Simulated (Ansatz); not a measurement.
TaSi₂:
```yaml
crystal:
  lattice:
    - [4.77993, 0.00000, 0.00000]
    - [-2.38996, 4.13954, 0.00000]
    - [0.00000, 0.00000, 6.55385]
  atoms:
    - { symbol: Ta, position: [0.50000, 0.00000, 0.00000] }
    - { symbol: Ta, position: [0.50000, 0.50000, 0.33333] }
    - { symbol: Ta, position: [0.00000, 0.50000, 0.66667] }
    - { symbol: Si, position: [0.15819, 0.31638, 0.00000] }
    - { symbol: Si, position: [0.84181, 0.15819, 0.33333] }
    - { symbol: Si, position: [0.68362, 0.84181, 0.66667] }
    - { symbol: Si, position: [0.84181, 0.68362, 0.00000] }
    - { symbol: Si, position: [0.15819, 0.84181, 0.33333] }
    - { symbol: Si, position: [0.31638, 0.15819, 0.66667] }
```

Relaxed with r²SCAN. Special points in fractions of this cell's reciprocal vectors: Γ (0.000, 0.000, 0.000); M (0.500, 0.000, 0.000); K (0.333, 0.333, 0.000); A (0.000, 0.000, 0.500); L (0.500, 0.000, 0.500); H (0.333, 0.333, 0.500).

Task: List the band energies nearest the Fermi level at these points for r²SCAN with spin–orbit coupling (plane waves, PAW; program Ansatz).

Result: In eV from the Fermi level; about four levels below and three above (degenerate sets whole), none deeper than 8.9 eV; points with the same levels are listed once.

```csv
k,below,above
Γ,-2.33 -2.33 -1.70 -1.70,0.84 0.84 3.15 3.15
M,-0.16 -0.16 -0.09 -0.09,0.90 0.90 1.22 1.22
K,-1.85 -1.85 -1.83 -1.78,0.21 0.31 0.31
A,-2.20 -2.20 -1.91 -1.91,1.21 1.21 1.27 1.27
L,-0.76 -0.76 -0.34 -0.34,1.63 1.63 2.07 2.07
H,-0.31 -0.29 -0.02 -0.02,1.04 1.04 1.66 1.66
```

Space group P6_222. The r²SCAN relaxation kept the symmetry of its start. No spin polarisation was allowed.

Potentials: the later of the program's two PAW sets.
